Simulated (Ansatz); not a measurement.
## What settings do to one calculation: Sc started on a Ga site in zincblende GaN, 16 atoms, charge 0

Ansatz (PAW, plane waves), atoms fixed. The base input:

```yaml
crystal:
  lattice:
    - [8.996242, 0.000000, 0.000000]
    - [0.000000, 4.498121, 0.000000]
    - [0.000000, 0.000000, 4.498121]
  atoms:
    - { symbol: Ga, position: [0.997972, 0.995351, 0.994179] }
    - { symbol: Ga, position: [0.479250, 0.987115, 0.005491] }
    - { symbol: Ga, position: [0.230801, 0.514880, 0.981260] }
    - { symbol: Ga, position: [0.767671, 0.491876, 0.002636] }
    - { symbol: Ga, position: [0.249249, 0.995200, 0.514528] }
    - { symbol: Ga, position: [0.743577, 0.035813, 0.493097] }
    - { symbol: Ga, position: [0.995977, 0.464723, 0.493072] }
    - { symbol: N, position: [0.120389, 0.239944, 0.241260] }
    - { symbol: N, position: [0.610741, 0.252660, 0.284750] }
    - { symbol: N, position: [0.400602, 0.723092, 0.277097] }
    - { symbol: N, position: [0.896176, 0.731375, 0.282247] }
    - { symbol: N, position: [0.373560, 0.222528, 0.757016] }
    - { symbol: N, position: [0.861979, 0.236941, 0.764429] }
    - { symbol: N, position: [0.117696, 0.734644, 0.771331] }
    - { symbol: N, position: [0.627555, 0.756942, 0.735238] }
    - { symbol: Sc, position: [0.484492, 0.549696, 0.504556] }
  symmetry: { detect: false }
kpoints:
  mp_grid: { grid: [1, 1, 1], shift: [0.25, 0.25, 0.25] }
hamiltonian:
  xc: pbesol
scf:
  occupations: { method: fermi_dirac, width: 0.01 }
output:
  forces: true
  eigenvalues: true
  stress: true
  populations: true
  write_density: true
  write_potential: true
  elf: true
  volumetric_format: npy
```

Command:

```sh
ansatz run in.yaml --threads 2 --pin off --max-ram 20900MiB --runs-dir r --events-out ev --progress --plain
```

It converged in 9 iterations and 2.2 s of wall time on 2 threads of an EPYC 7R13 processor, on a host shared with other runs; peak host memory 0.61 GiB; largest force component 15.56 eV/Å, pressure 18.93 GPa. The cutoff was the default, 420 eV. The base isn't a converged reference: it has few k points, and its atoms are unrelaxed, some of them close together. Each run below changes the keys shown and caps the iterations.

| run | changed | ending | iterations | free energy less the base (meV per atom) | rms change of forces (eV/Å) | change of pressure (GPa) | wall time (s, shared host) |
| --- | --- | --- | --- | --- | --- | --- | --- |
| 1 | accuracy low, dr2_threshold 0.0001, xc_grid 3 (2 is the default), max_iter 60 | converged | 6 | 0.0 | 0.001 | 0.00 | 1.5 CPU |
| 2 | dr2_threshold 1e-12, width 0.1 eV, max_iter 90, k points a 2×2×2 mesh shifted by half a step | converged | 14 | 2.9 | 0.339 | 0.40 | 1.8 GPU |
| 3 | n_extra_bands 4, mixing beta 0.4, max_iter 90 | converged | 9 | 0.0 | 0.000 | 0.00 | 1.8 CPU |
| 4 | dr2_threshold 0.001, max_iter 50 | converged | 6 | 0.0 | 0.001 | 0.00 | 1.8 CPU |
| 5 | xc_grid 3 (2 is the default), mixing beta 1.0, max_iter 60 | converged | 9 | 0.0 | 0.000 | 0.00 | 1.7 CPU |
| 6 | xc lda, max_iter 60, k points the single k point (½, ½, ½) | converged | 9 | other zero | 0.855 | -4.58 | 0.9 CPU |

«Other zero»: another functional, charge or dispersion term moves the zero of energy, so the difference says nothing of accuracy.

Problem. Which changes leave the result alone, and which of the same physical model moves the forces most?

Solution. The forces move by under 0.002 eV/Å in runs 1, 3, 4, 5. Run 2 (dr2_threshold 1e-12, width 0.1 eV, max_iter 90, k points a 2×2×2 mesh shifted by half a step) moves them most among the runs with the same functional, charge and dispersion term, by 0.339 eV/Å.
